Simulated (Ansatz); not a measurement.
HfGe (CsCl type, Pm-3m) under volume change, PBE in the plane-wave PAW code Ansatz, scaled uniformly.

```csv
V (Å³/atom),E − E(relaxed) (meV/atom),P (GPa)
17.139,65.4,13.38
17.704,27.5,8.22
18.269,?,?
18.834,0.0,0.00
19.399,5.9,-3.25
19.964,?,?
20.529,47.6,-8.30
```

**Question.** What belongs in the gaps?

**Answer.** 
- 19.964, E − E(relaxed) (meV/atom): 22.3
- 19.964, P (GPa): -5.99
- 18.269, E − E(relaxed) (meV/atom): 6.5
- 18.269, P (GPa): 3.80

**Question.** What does a third-order Birch–Murnaghan fit give for V₀, B₀ and B′?

**Answer.** V₀ = 18.83 Å³/atom, B₀ = 116 GPa, B′ = 4.3.

The cell is a constructed one: a structure type filled with these elements; neither database checked (COD, Materials Project) lists it. Whether it is the stable phase at ambient conditions was not checked. The PBE relaxation kept the symmetry of its start; its stability against distortions is not shown here. The run is not spin-polarised. Scalar-relativistic: spin–orbit coupling is off unless named, which matters more the heavier the elements.

Potentials: the later of the program's two PAW sets.
